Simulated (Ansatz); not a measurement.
CdTe:
```
CELL_PARAMETERS angstrom
      0.00000     3.04171     3.04171
      3.04171     0.00000     3.04171
      3.04171     3.04171     0.00000
ATOMIC_POSITIONS crystal
  Te 0.00000 0.00000 0.00000
  Cd 0.50000 0.50000 0.50000
```

Relaxed with r²SCAN. Special points in fractions of this cell's reciprocal vectors: Γ (0.000, 0.000, 0.000); X (0.500, 0.000, 0.500); U (0.625, 0.250, 0.625); K (0.375, 0.375, 0.750); L (0.500, 0.500, 0.500); W (0.500, 0.250, 0.750).

Q: List the band energies nearest the Fermi level at these points for DFT-r²SCAN in the program Ansatz with PAW potentials.

A: In eV from the Fermi level; about four levels below and three above (degenerate sets whole), none deeper than 8.9 eV; points with the same levels are listed once.

```json
[
 {"k": "Γ", "below": "-8.69 -8.69 -8.69 -0.51 -0.51 -0.51", "above": "0.97 7.58 7.58 7.58"},
 {"k": "X", "below": "-4.24 -2.16 -2.16 -0.97", "above": "4.60 9.96 9.96"},
 {"k": "U", "below": "-8.04 -3.90 -3.74 -1.52", "above": "1.02 5.92 7.50"},
 {"k": "L", "below": "-8.60 -8.60 -5.29 -0.06 -0.06", "above": "3.22 4.39 4.39"},
 {"k": "W", "below": "-7.96 -3.39 -3.33 -3.33", "above": "2.63 5.27 7.13 7.13"}
]
```

Space group Fm-3m (rock salt). This is a known high-pressure phase of the composition, computed here at zero pressure and temperature. The r²SCAN relaxation kept the symmetry of its start; its stability against distortions is not shown here. Spin–orbit coupling is left out wherever it is not named.

Potentials: the later of the program's two PAW sets.
